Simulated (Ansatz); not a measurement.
Relaxed CoSn (CoSn type, space group P6/mmm):

```yaml
crystal:
  lattice:
    - [5.29399, 0.00000, 0.00000]
    - [-2.64700, 4.58473, 0.00000]
    - [0.00000, 0.00000, 4.23543]
  atoms:
    - { symbol: Co, position: [0.50000, 0.00000, 0.00000] }
    - { symbol: Co, position: [0.50000, 0.50000, 0.00000] }
    - { symbol: Co, position: [0.00000, 0.50000, 0.00000] }
    - { symbol: Sn, position: [0.00000, 0.00000, 0.00000] }
    - { symbol: Sn, position: [0.33333, 0.66667, 0.50000] }
    - { symbol: Sn, position: [0.66667, 0.33333, 0.50000] }
```

In this cell atom 2 (Co, nearest neighbour Sn at 2.612 Å; its periodic images, 4.2 Å or more away, move with it) is moved by u·(1.000, 0.000, 0.000) + v·(0.000, 1.000, 0.000); the rest is frozen.

All values below come from PBE (plane waves to 420 eV, PAW, scalar-relativistic; Ansatz, a program for electronic structure). k mesh 8×8×9 (Γ-centred), Fermi-Dirac smearing 0.05 eV. With partly filled bands, energies and forces of such displacements shift with the k mesh and the smearing. Fu and Fv are the components of the force on the atom. CoSn is run without spin polarisation. CoSn was relaxed with its symmetry unable to fall. 

Problem. What Fu (eV/Å) does the calculation give at all points of the grid u = -0.390, -0.260, -0.130, 0.000, 0.130, 0.260, 0.390 by v = -0.390, -0.260, -0.130, 0.000, 0.130, 0.260, 0.390?

Solution. Fu (eV/Å), with u across and v down:

```
v \ u   -0.390  -0.260  -0.130  0.000  0.130  0.260  0.390
------  ------  ------  ------  -----  -----  -----  -----
-0.390    4.52    2.92    1.36  -0.21  -1.79  -3.42  -5.10
-0.260    3.80    2.34    0.99  -0.32  -1.65  -3.05  -4.58
-0.130    3.59    2.19    0.95  -0.22  -1.39  -2.66  -4.09
0.000     3.72    2.34    1.12   0.00  -1.12  -2.34  -3.72
0.130     4.09    2.66    1.39   0.22  -0.95  -2.19  -3.59
0.260     4.58    3.05    1.65   0.32  -0.99  -2.34  -3.80
0.390     5.10    3.42    1.79   0.21  -1.36  -2.92  -4.52
```

(A displaced cell: forces are minus the slopes of the energy, force constants its curvatures, and phonons follow from these.)
